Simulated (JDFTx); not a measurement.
Reference run:

Zr(0001) slab cut from bulk Zr (space group P6_3/mmc, indices of the conventional cell, lattice of the Materials Project entry mp-131, not re-optimised): 4 atoms in 4 planes, a 1x1 cell of 9.09 Å² (|a| = 3.239, |b| = 3.239 Å), 7.8 Å between the outermost planes, cell height 23.8 Å, 8×8×1 k mesh, Fermi smearing 0.01 Ha, no spin polarisation.

Reference level: PBE, GBRV ultrasoft potentials, plane waves to 20/100 Ha, in a modified build of JDFTx. Unrelaxed; liquid: linear PCM (GLSSA13), water, 1 M NaCl. The electron chemical potential μ is absolute (zero in the bulk liquid) and is turned into a potential by U = −μ/e − 4.44 V vs SHE, a convention.

```tsv
slab thickness	work function (eV)	U_pzc (V)	mean C below U_pzc (μF/cm²)	k states × plane waves	cycles, vacuum run	rough core time, vacuum run
2 atoms, 2.6 Å	4.15	-0.92	–	10 × 4874	17	40 s
3 atoms, 5.2 Å	4.17	-0.84	30 over 0.5 V	10 × 5558	19	80 s
4 atoms, 7.8 Å	4.17	-0.86	–	10 × 6238	19	4 min
5 atoms, 10.3 Å	4.17	-0.86	31 over 0.5 V	10 × 6889	20	3 min
7 atoms, 15.5 Å	4.17	-0.86	–	10 × 8254	21	4 min
```

The work function stays within 0.02 eV over all these settings; capacitances repeat to about ±0.2 μF/cm². Core times come from shared machines and are rough, one run each.
